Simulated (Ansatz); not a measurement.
In plane-wave PAW PBEsol (Ansatz code), InSb in the trigonal phase (P3_121; In on 3a, Sb on 3b) relaxes to a = 4.587 Å, c = 10.031 Å. Its formation energy from the elements is 0.010 eV/atom, with no fitted shifts.

Electronic character: no gap, with almost no states at the Fermi level (zero-gap or semimetallic).

The start of the workflow was typed in or built on a structure type; neither database checked (COD, Materials Project) lists it. It is not the phase usual at ambient conditions (space group No. 216). The cell was relaxed with PBEsol under the symmetry of its start; its stability against distortions is not shown here. A small band overlap can be real or an error of a semilocal functional. The references are the lowest solids computed at this level, not always the standard phases. Scalar-relativistic: spin–orbit coupling is off unless named, which matters more the heavier the elements.

Potentials: the later of the program's two PAW sets.
